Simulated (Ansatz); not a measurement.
# A sublattice moved along a line in TeAs

Level of theory: Ansatz 0.2.0, DFT PBEsol+D3(BJ), scalar-relativistic, plane waves, PAW. Settings: plane waves to 420 eV, k-mesh 14×14×14 (Γ-centred), Gaussian smearing 0.15 eV. No spin polarisation. Energies are free energies at this smearing, counted from the undisturbed cell; pressure is positive in compression.

The undisturbed cell (as given, not relaxed at this level; it stands at -5.5 GPa, and it needn't be the usual structure):

```yaml
crystal:
  lattice:
    - [0.00000, 2.96767, 2.96767]
    - [2.96767, 0.00000, 2.96767]
    - [2.96767, 2.96767, 0.00000]
  atoms:
    - { symbol: Te, position: [0.50000, 0.50000, 0.50000] }
    - { symbol: As, position: [0.00000, 0.00000, 0.00000] }
```

Every Te atom is moved by x along the Cartesian unit vector (0.000, 0.000, 1.000); the cell and all other atoms stay fixed. The cell is metallic on the mesh throughout.

| x (Å) | ΔE (meV/cell) | force along x on the moved atoms (eV/Å) | pressure (GPa) |
| --- | --- | --- | --- |
| -0.3000 | 132.4 | 0.93 | -3.0 |
| -0.1500 | ? | ? | -4.9 |
| 0.0000 | 0.0 | 0.00 | -5.5 |
| 0.0375 | ? | -0.10 | ? |
| 0.0750 | 7.7 | -0.21 | -5.3 |
| 0.1125 | 17.5 | -0.31 | -5.1 |
| 0.1875 | 49.6 | -0.55 | -4.5 |
| 0.2250 | 72.4 | -0.67 | -4.1 |
| 0.2625 | 100.1 | -0.80 | -3.6 |

By symmetry 0.3000 repeats -0.3000, -0.2250 repeats 0.2250, 0.1500 repeats -0.1500, -0.0750 repeats 0.0750 in energy, with the opposite slope along the path.

Q: Give the withheld values.

A: ΔE (meV/cell) at x (Å) = -0.1500: 31.3; force along x on the moved atoms (eV/Å) at x (Å) = -0.1500: 0.43; ΔE (meV/cell) at x (Å) = 0.0375: 1.9; pressure (GPa) at x (Å) = 0.0375: -5.4.